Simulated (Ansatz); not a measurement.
Consider the following.

Zr2AlN:
```yaml
crystal:
  lattice:
    - [3.24386, 0.00000, 0.00000]
    - [-1.62193, 2.80926, 0.00000]
    - [0.00000, 0.00000, 14.40215]
  atoms:
    - { symbol: Zr, position: [0.66667, 0.33333, 0.58869] }
    - { symbol: Zr, position: [0.33333, 0.66667, 0.41131] }
    - { symbol: Zr, position: [0.33333, 0.66667, 0.08869] }
    - { symbol: Zr, position: [0.66667, 0.33333, 0.91131] }
    - { symbol: Al, position: [0.66667, 0.33333, 0.25000] }
    - { symbol: Al, position: [0.33333, 0.66667, 0.75000] }
    - { symbol: N, position: [0.00000, 0.00000, 0.50000] }
    - { symbol: N, position: [0.00000, 0.00000, 0.00000] }
```

This is the r²SCAN-relaxed structure. Cartesian axes are those of the cell as given.

Question: All from r²SCAN (plane waves, PAW; program Ansatz), unless another level is named. Estimate the bulk modulus (Birch–Murnaghan fit).

Answer: 150 GPa.

Question: Give the elastic constants (relaxed ions, GPa).

Answer: C11 = 283, C12 = 77.7, C13 = 92.9, C33 = 258, C44 = 117.

Question: Next, the highest zone-centre frequency?

Answer: 513 cm⁻¹.

Space group P6_3/mmc. The first step of the workflow began from a Materials Project structure, measured or hypothetical; the Crystallography Open Database copy checked does not list it. Its standing as an ambient phase is unchecked. The cell was relaxed with r²SCAN under the symmetry of its start; whether a distortion lowers the energy is not shown. The run is not spin-polarised. As this level gives no gap, shear constants depend on the k-mesh and smearing (Fermi–Dirac, 0.1 eV here). As this level gives no gap, phonon frequencies hold no LO–TO term and depend on the k-mesh and smearing (Fermi–Dirac, 0.1 eV here).

Potentials: the later of the program's two PAW sets.
